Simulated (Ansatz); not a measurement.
Below is a relaxed structure of TmCdBr. The cell was found from a structure generator's guess, not taken from experiment.

Level of theory: DFT PBE, scalar-relativistic, plane waves, PAW, and for the lanthanide a 4f-in-core norm-conserving potential (Ansatz 0.2.0). Cutoff 690 eV, Γ-centred mesh, Gaussian smearing, no spin polarisation.

```
CELL_PARAMETERS angstrom
4.41464 0.00000 0.00000
0.00000 4.41464 0.00000
0.00000 0.00000 5.49071
ATOMIC_POSITIONS crystal
Tm 0.50000 0.50000 0.50000
Cd 0.00000 0.00000 0.50000
Br 0.50000 0.50000 0.00000
```

The zero of energy is the elements' standard structures at the same level; no fitted shifts are applied. The references include crystalline Br.

Problem. Find its symmetry and describe it.

Solution. P4/mmm (No. 123). Conventional cell: a = 4.415 Å, c = 5.491 Å. Around Tm lie 2 Br at 2.75 Å and 4 Cd at 3.12 Å; Cd has 4 Tm at 3.12 Å; Br has 2 Tm at 2.75 Å.

Problem. What is its formation energy per atom?

Solution. −0.52 eV/atom. A negative formation energy is needed for stability but isn't enough: competing phases decide.

Problem. Is it a metal?

Solution. Yes, bands cross the Fermi level on the 10×10×8 mesh.

The last run used a 10×10×8 mesh (in the run's order of axes) for its 3-atom cell and Gaussian smearing of 0.10 eV. The reference form of Br is held partly by dispersion forces, which this level lacks. A structure relaxed within its symmetry needn't be a true minimum.

The lanthanide is trivalent by construction, without f bands, f moments or other valences. The reference runs of the other elements, and any phases without the lanthanide, used 420 eV, which shifts energies against them by under 10 meV/atom. The lanthanide's reference is the lowest of its hcp, dhcp and fcc cells.
